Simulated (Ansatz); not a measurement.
PbS:
```yaml
crystal:
  lattice:
    - [4.21575, 0.00000, 0.00000]
    - [0.00000, 4.21575, 0.00000]
    - [0.00000, 0.00000, 32.00000]
  atoms:
    - { symbol: Pb, position: [0.00000, 0.50000, 0.45506] }
    - { symbol: S, position: [0.00000, 0.50000, 0.53812] }
    - { symbol: Pb, position: [0.50000, 0.00000, 0.54494] }
    - { symbol: S, position: [0.50000, 0.00000, 0.46188] }
```
The layer is periodic in x and y and isolated along z.

Relaxed with r²SCAN+D4. Special points in fractions of this cell's reciprocal vectors: M (0.500, 0.500, 0.000); Γ (0.000, 0.000, 0.000); X (0.000, 0.500, 0.000).

List the band energies nearest the valence-band maximum at these points for plane-wave PAW r²SCAN+D4 with spin–orbit coupling (Ansatz code).

In eV from the valence-band maximum; about four levels below and three above (degenerate sets whole), none deeper than 8.9 eV; points with the same levels are listed once.

```csv
k,below,above
M,-1.56 -1.56 -1.56 -1.56,4.13 4.13 4.13 4.13
Γ,-1.39 -1.39 -0.25 -0.25,2.04 2.04 4.38 4.38
X,-0.25 -0.25 -0.25 -0.25,1.94 1.94 1.94 1.94
```

Space group P4/nmm (square). The layer was cut from a bulk entry of the Materials Project (measured or hypothetical); whether that bulk phase is the ambient one, and whether the layer has been isolated, was not checked. Symmetry was held in the r²SCAN+D4 relaxation; its stability against distortions is not shown here.

Potentials: the earlier of the program's two PAW sets.
